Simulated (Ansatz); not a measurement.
Relaxed-ion elastic tensor of YB2 in space group P6/mmm (No. 191; Y on 1a, B on 2d) in GPa (Voigt order), DFT-LDA in the program Ansatz with PAW potentials; density 5.29 g/cm³, 11.56 Å³ per atom.

```
 388  54.1  92.4   0.0   0.0   0.0
54.1   388  92.4   0.0   0.0   0.0
92.4  92.4   366   0.0   0.0   0.0
 0.0   0.0   0.0   178   0.0   0.0
 0.0   0.0   0.0   0.0   178   0.0
 0.0   0.0   0.0   0.0   0.0   167
```

### Question
Is the crystal mechanically stable?

### Answer
Yes: the smallest eigenvalue of C is 167 GPa.

### Question
Work out the Voigt, Reuss and Hill averages.

### Answer
K_V = 180, K_R = 180, K_H = 180; G_V = 165, G_R = 163, G_H = 164 GPa.

### Question
Give Young's modulus, Poisson's ratio, Pugh's ratio and the universal anisotropy index.

### Answer
E = 9KG/(3K + G) = 377 GPa; ν = 0.15; K/G = 1.10 (brittle by the Pugh limit of 1.75); A_U = 5G_V/G_R + K_V/K_R − 6 = 0.06.

### Question
Estimate the sound speeds and the Debye temperature.

### Answer
v_l = √((K + 4G/3)/ρ) = 8680 m/s, v_t = √(G/ρ) = 5570 m/s, mean 6110 m/s; Θ = (h/k)(3n/4πV)^(1/3) v_m = 805 K.

### Question
How much does each axis shrink under pressure?

### Answer
Linear compressibilities β_i = Σ_j S_ij (j = 1 to 3): x 1.9, y 1.9, z 1.8 per TPa.

The workflow started from a Materials Project entry (that database holds measured and hypothetical structures alike); the Crystallography Open Database files this formula in space group No. 191, but the cells were not matched. Its standing as an ambient phase is unchecked. Symmetry was held in the LDA relaxation; of distortions, only those at the zone centre were tested. The run is not spin-polarised. As this level gives no gap, shear constants depend on the k-mesh and smearing (Fermi–Dirac, 0.1 eV here). On the denser mesh and wider smearing of the elastic run this cell carries a stress of 0.4 GPa.

Potentials: the later of the program's two PAW sets.
